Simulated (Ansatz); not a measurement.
In$_{3}$Se: how the energy converges with the cutoff

In$_{3}$Se, Pm-3m, a = 4.804 Å. The structure is a Materials Project entry; whether it is the stable form wasn't checked. Ansatz: PBEsol, PAW, cutoff varied, Γ-centred 10×10×10 mesh on 4 atoms, Gaussian smearing 0.10 eV; no spin polarisation. Single points at one geometry, the cutoff alone changed; ΔE is the energy at zero smearing over the run at 850 eV (runs within 0.3 meV/atom of it are left out). The runs up to 380 eV lie under the cutoff recommended for these PAW datasets.

| cutoff (eV) | ΔE (meV/atom) |
| --- | --- |
| 150 | ? |
| 200 | 6667.53 |
| 250 | 770.10 |
| 300 | 55.14 |
| 350 | 2.53 |
| 380 | 1.58 |
| 420 | 1.05 |
| 460 | 0.47 |

Question: Assume ΔE falls exponentially with the cutoff, fit y = ln ΔE against x, the cutoff in eV, to the other rows, and predict the missing value.

Answer: y = 8.805, 6.647, 4.010, 0.928, 0.457, 0.049, -0.755. Means x = 337.1, y = 2.8773; Σ(Δx)² = 51743, ΣΔxΔy = -1993; the slope is their ratio. y = 15.86 − 0.03852 x, a factor of ten per 60 eV. At 150 eV this gives ΔE = 23908.76 meV/atom. The run gave 44432.05, a ratio of 0.54. Between neighbouring rows the decay runs from a factor of ten per 37 eV to one per 225 eV, so one exponential is only a rough guide.